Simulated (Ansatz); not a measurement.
## Zn₂CdS₃: computed properties

Level of theory: DFT PBE, scalar-relativistic, plane waves, PAW (Ansatz).

Plane waves to 420 eV, a k mesh through Γ of 10×10×10 on the computed 6-atom cell and Gaussian smearing (0.02 eV); no spin polarisation.

The structure is relaxed at this level of theory with its symmetry kept, and needn't be the ground state of this composition.

Space group I-4m2 (No. 119), tetragonal, a = 3.944 Å, c = 16.956 Å. Zn has 4 S at 2.37 Å; Cd has 4 S at 2.54 Å; S on a site of symmetry 2mm has 2 Zn at 2.37 Å and 2 Cd at 2.54 Å; S on a site of symmetry -4m2 has 4 Zn at 2.37 Å.

| Quantity | Value |
| --- | --- |
| Volume per atom | 21.98 Å³ |
| Formation energy from the elements' standard states (uncorrected) | -0.753 eV/atom |
| Kohn–Sham band gap | 1.54 eV, direct at Γ |
| Orbital (Löwdin) character of the top 1 eV of the valence band | S 3p 89 % |
| Orbital (Löwdin) character of the lowest 1 eV of the conduction band | Zn 4s 30 %, Cd 5s 26 %, S 3s 22 %, S 3p 19 % |
| Electron masses at the edge by direction of the standard setting (m_e; one valley, along these axes only; no spin-orbit coupling) | x: 0.15; y: 0.15; z: 0.15 |
| Hole masses at the edge by direction of the standard setting (m_e; one valley, along these axes only; no spin-orbit coupling) | x: 3.7, 0.14; y: 3.7, 0.14; z: 0.78, 0.78 |
| Bader charge by site (e) | Zn (2 in the cell) 0.89, Cd (1 in the cell) 0.85, S (2 in the cell) -0.87, S (1 in the cell) -0.88 |

The cell was found from a structure generator's guess, not taken from experiment. Kohn–Sham gaps at this level usually fall short of measured ones. Löwdin shares on free-atom orbitals overweight diffuse shells in the empty bands.
